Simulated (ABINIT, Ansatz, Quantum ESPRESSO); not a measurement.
## One calculation of LiCaF3, 3 ways

```
Ca F Li
1.0
     3.76124    0.00000    0.00000
     0.00000    3.76124    0.00000
     0.00000    0.00000    3.76124
Ca F Li
1 3 1
Direct
  0.01107 0.01292 0.99933
  0.50256 0.00589 0.49881
  0.49694 0.49279 0.00776
  0.01811 0.49186 0.50243
  0.51394 0.49604 0.50284
```

The cell comes from a database or a generator and needn't be the stable form of this composition.

Atoms were shifted at random by some hundredths of an Å from the given cell, which wasn't relaxed again for these runs.

Alike in all runs: task single point; functional PBE; k mesh 7 × 7 × 7; occupations fermi-dirac, width 0.05 eV; no spin polarisation; no spin-orbit coupling. Pressure is positive in compression and, in plane waves, holds the error of the finite cutoff, which Ansatz's Pulay term estimates and takes out.

```json
{"program and potentials": "Ansatz, Ansatz PAW", "plane-wave cutoff (eV)": "420", "notes": "Pulay term of +0.67 GPa included", "pressure (GPa)": "0.26", "largest force (eV/Å)": "0.506", "energy over the undisturbed cell (meV/atom)": "4.99"}
{"program and potentials": "ABINIT, JTH PAW PBE v2.0", "plane-wave cutoff (eV)": "626", "notes": "-", "pressure (GPa)": "0.09", "largest force (eV/Å)": "0.516", "energy over the undisturbed cell (meV/atom)": "5.10"}
{"program and potentials": "Quantum ESPRESSO, SSSP 1.3 efficiency PBE", "plane-wave cutoff (eV)": "748", "notes": "-", "pressure (GPa)": "0.14", "largest force (eV/Å)": "0.506", "energy over the undisturbed cell (meV/atom)": "5.02"}
```

Force on atom 4 (F), eV/Å:

```json
{"program and potentials": "Ansatz, Ansatz PAW", "x": "-0.492", "y": "0.085", "z": "0.084"}
{"program and potentials": "ABINIT, JTH PAW PBE v2.0", "x": "-0.502", "y": "0.089", "z": "0.078"}
{"program and potentials": "Quantum ESPRESSO, SSSP 1.3 efficiency PBE", "x": "-0.492", "y": "0.085", "z": "0.085"}
```

The pressure spans 0.09 (ABINIT, JTH PAW PBE v2.0) to 0.26 GPa (Ansatz, Ansatz PAW).

The functional is the same throughout but for its coding, so the spread measures potentials, basis and numerics; runs on potential files found faulty are left out.
